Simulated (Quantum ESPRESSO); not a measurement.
```
RbCl
1.0
    3.80836     0.00000     0.00000
    0.00000     3.80836     0.00000
    0.00000     0.00000     3.91756
Cl Rb
1 1
Direct
  0.50000   0.50000   0.50000
  0.00000   0.00000   0.00000
```

The PBEsol cell relaxed from Materials Project entry mp-23299 was given a biaxial strain of -2 % along x and y, z relaxed, and the atoms were relaxed again.

**Question.** What does PBEsol (pw.x of Quantum ESPRESSO, ONCV potentials, without SOC) give for the electronic structure near the Fermi level?

**Answer.** The PBEsol gap is indirect, 5.04 eV, from R to Γ; the smallest direct gap is 5.12 eV. 

This is not the ordinary phase of the substance.
